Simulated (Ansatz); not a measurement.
# Zn under pressure: fit and missing row

Zn, P6_3/mmc, a = 2.595 Å, c = 4.991 Å. Ansatz: r2SCAN, PAW, 500 eV, Γ-centred 18×18×8 mesh on 2 atoms, Gaussian smearing 0.10 eV; no spin polarisation. Cell and atoms are relaxed at each pressure, and no other structure is tried, so the rows at high pressure may lie past a change of phase.

| V (Å³/atom) | P (GPa) |
| --- | --- |
| 10.411 | 59.99 |
| ? | 30.01 |
| 12.504 | 14.99 |
| 13.311 | 8.00 |
| 13.952 | 2.96 |
| 14.555 | -0.01 |
| 15.275 | -3.03 |

Question: Take V0 = 14.555 Å³/atom, count pressures from its P0 = -0.01 GPa, fit the third-order Birch–Murnaghan form to the other rows, and predict the missing volume.

Answer: With the Eulerian strain f = ½[(V0/V)^(2/3) − 1] and y = (P − P0)/[3f(1 + 2f)^(5/2)], the form is the line y = B0 + 1.5 B0 (B0′ − 4) f. Rows (f, y): 0.12515, 91.4; 0.05328, 72.9; 0.03069, 75.0; 0.01430, 64.5; -0.01584, 68.9. Means f = 0.04152, y = 74.540; Σ(Δf)² = 0.01128, ΣΔfΔy = 1.983; the slope is their ratio. y = 67.24 + 175.7 f GPa, so B0 = 67.2 GPa and B0′ = 4 + 2 × (175.7)/(3 × 67.24) = 5.74. P = 30.01 GPa is met at f = 0.08320 (y = 81.86), so V = V0 (1 + 2f)^(−3/2) = 11.554 Å³/atom. The run gave 11.574 Å³/atom, so the fit is 0.020 Å³/atom too low, within the rms miss on the fitted rows (0.050 Å³/atom). With a term in f² added B0′ becomes 4.41, so this figure hangs on the form.

The mesh isn't the same in all rows (18×18×8, 18×18×10).